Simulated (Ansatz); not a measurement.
HfSiO4:
```cif
data_Hf4O16Si4
_chemical_formula_sum 'O16 Si4 Hf4'
_space_group_name_H-M_alt 'I41/amd :1'
_space_group_IT_number 141
_space_group_name_Hall 'I 4bw 2bw -1bw'
_cell_length_a 6.58206
_cell_length_b 6.58206
_cell_length_c 5.97123
_cell_angle_alpha 90.000
_cell_angle_beta 90.000
_cell_angle_gamma 90.000
loop_
_atom_site_label
_atom_site_type_symbol
_atom_site_symmetry_multiplicity
_atom_site_Wyckoff_symbol
_atom_site_fract_x
_atom_site_fract_y
_atom_site_fract_z
_atom_site_occupancy
O1 O 16 h 0.31537 0.00000 0.06988 1
Si1 Si 4 b 0.00000 0.00000 0.50000 1
Hf1 Hf 4 a 0.00000 0.00000 0.00000 1
```
(The calculation used a cell of 12 atoms; values per cell refer to that cell.)

Relaxed with r²SCAN. r²SCAN in the plane-wave PAW code Ansatz gives a gap of 6.00 eV.

What gap does HSE06 give on the same cell (Ansatz, PAW)?

7.24 eV, 1.25 eV more. The hybrid was solved on a coarser mesh and at special points; its gap is the smallest among all of these.

| k | v1 r²SCAN | c1 r²SCAN | v1 HSE06 | c1 HSE06 |
|---|---|---|---|---|
| Γ | 0.00 | 6.37 | 0.00 | 7.71 |
| M | -0.88 | 6.82 | [?] | [?] |
| X | -0.59 | 6.02 | [?] | [?] |
| P | -0.50 | 6.02 | -0.52 | 7.26 |
| Z | -0.82 | 6.74 | [?] | [?] |
| N | -0.18 | 6.26 | [?] | [?] |

Top valence (v1) and lowest conduction level (c1) in eV from each method's valence maximum (which need not be a listed point): supply the withheld HSE06 values.


- M, v1 HSE06: -0.88
- M, c1 HSE06: 8.15
- Z, v1 HSE06: -0.82
- Z, c1 HSE06: 8.06
- X, v1 HSE06: -0.62
- X, c1 HSE06: 7.27
- N, v1 HSE06: -0.16
- N, c1 HSE06: 7.56

Cost on shared cores: the r²SCAN run (SCF on a 6×6×6 mesh, then bands and DOS) roughly 5 core-minutes, the HSE06 run (SCF on 4×4×4, then a few points) very roughly 12 core-minutes; the tasks are unlike.

Space group I4_1/amd. The r²SCAN relaxation kept the symmetry of its start. No spin polarisation was allowed. Spin–orbit coupling is left out wherever it is not named.

Potentials: the later of the program's two PAW sets.
